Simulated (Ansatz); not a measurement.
InPd2:
```yaml
crystal:
  lattice:
    - [5.66969, 0.00000, 0.00000]
    - [0.00000, 4.22741, 0.00000]
    - [0.00000, 0.00000, 8.28821]
  atoms:
    - { symbol: In, position: [0.82298, 0.25000, 0.60052] }
    - { symbol: In, position: [0.17702, 0.75000, 0.39948] }
    - { symbol: In, position: [0.67702, 0.75000, 0.10052] }
    - { symbol: In, position: [0.32298, 0.25000, 0.89948] }
    - { symbol: Pd, position: [0.93078, 0.25000, 0.27029] }
    - { symbol: Pd, position: [0.06922, 0.75000, 0.72971] }
    - { symbol: Pd, position: [0.56922, 0.75000, 0.77029] }
    - { symbol: Pd, position: [0.43078, 0.25000, 0.22971] }
    - { symbol: Pd, position: [0.65710, 0.75000, 0.42818] }
    - { symbol: Pd, position: [0.34290, 0.25000, 0.57182] }
    - { symbol: Pd, position: [0.84290, 0.25000, 0.92818] }
    - { symbol: Pd, position: [0.15710, 0.75000, 0.07182] }
```

Relaxed with r²SCAN. Special points in fractions of this cell's reciprocal vectors: Γ (0.000, 0.000, 0.000); X (0.500, 0.000, 0.000); S (0.500, 0.500, 0.000); Y (0.000, 0.500, 0.000); Z (0.000, 0.000, 0.500); U (0.500, 0.000, 0.500); R (0.500, 0.500, 0.500); T (0.000, 0.500, 0.500).

Question: List the band energies nearest the Fermi level at these points for plane-wave PAW r²SCAN (Ansatz code).

Answer: In eV from the Fermi level; about four levels below and three above (degenerate sets whole), none deeper than 8.9 eV; points with the same levels are listed once.

```json
[
 {"k": "Γ", "below": "-0.48 -0.30 -0.10 -0.04", "above": "0.79 1.07 1.87"},
 {"k": "X", "below": "-1.36 -1.36 -0.90 -0.90", "above": "3.20 3.20 3.45 3.45"},
 {"k": "S", "below": "-0.15 -0.15 -0.15 -0.15", "above": "0.89 0.89 0.89 0.89"},
 {"k": "Y", "below": "-0.93 -0.93 -0.76 -0.76", "above": "2.39 2.39 3.19 3.19"},
 {"k": "Z", "below": "-0.57 -0.57 -0.08 -0.08", "above": "0.42 0.42 1.90 1.90 1.90 1.90"},
 {"k": "U", "below": "-1.50 -1.50 -0.88 -0.88", "above": "0.39 0.39 0.75 0.75"},
 {"k": "R", "below": "-0.27 -0.27 -0.27 -0.27", "above": "1.98 1.98 1.98 1.98"},
 {"k": "T", "below": "-1.08 -1.08 -0.76 -0.76", "above": "0.44 0.44 0.84 0.84"}
]
```

Space group Pnma. The workflow started from a Materials Project entry (that database holds measured and hypothetical structures alike); the Crystallography Open Database copy checked does not list it. Its standing as an ambient phase is unchecked. The cell was relaxed with r²SCAN under the symmetry of its start; its stability against distortions is not shown here. The run is not spin-polarised. Scalar-relativistic: spin–orbit coupling is off unless named, which matters more the heavier the elements.

Potentials: the earlier of the program's two PAW sets.
